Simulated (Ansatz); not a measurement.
TiGaPd:
```
CELL_PARAMETERS angstrom
      4.39739     0.00000     0.00000
     -2.19870     3.80825     0.00000
      0.00000     0.00000     5.42028
ATOMIC_POSITIONS crystal
  Ti 0.00000 0.00000 0.00000
  Ti 0.00000 0.00000 0.50000
  Ga 0.33333 0.66667 0.75000
  Ga 0.66667 0.33333 0.25000
  Pd 0.33333 0.66667 0.25000
  Pd 0.66667 0.33333 0.75000
```

Relaxed with r²SCAN. Special points in fractions of this cell's reciprocal vectors: Γ (0.000, 0.000, 0.000); M (0.500, 0.000, 0.000); K (0.333, 0.333, 0.000); A (0.000, 0.000, 0.500); L (0.500, 0.000, 0.500); H (0.333, 0.333, 0.500).

Problem. List the band energies nearest the Fermi level at these points for r²SCAN (plane waves, PAW; program Ansatz).

Solution. In eV from the Fermi level; about four levels below and three above (degenerate sets whole), none deeper than 8.9 eV; points with the same levels are listed once.

```
k                    below                above
-  -----------------------  -------------------
Γ  -1.54 -1.54 -0.96 -0.77  0.41 0.41 1.66 1.66
M  -0.74 -0.65 -0.53 -0.50       0.91 0.95 1.48
K  -0.73 -0.73 -0.57 -0.10  0.82 0.82 2.41 2.41
A  -3.74 -3.74 -3.74 -3.74  0.13 0.13 0.13 0.13
L  -2.65 -2.65 -1.33 -1.33  0.48 0.48 1.08 1.08
H  -2.87 -2.87 -1.73 -1.73  0.42 0.42 0.95 0.95
```

Space group P6_3/mmc. The workflow started from a Materials Project entry (that database holds measured and hypothetical structures alike); the Crystallography Open Database copy checked does not list it. With Ga and Pd taken as one species the cell has the higher symmetry P6/mmm, so it may be an ordered model of a mixed-site phase. Whether it is the stable phase at ambient conditions was not checked. Symmetry was held in the r²SCAN relaxation; its stability against distortions is not shown here. No spin polarisation was allowed. Scalar-relativistic: spin–orbit coupling is off unless named, which matters more the heavier the elements.

Potentials: the earlier of the program's two PAW sets.
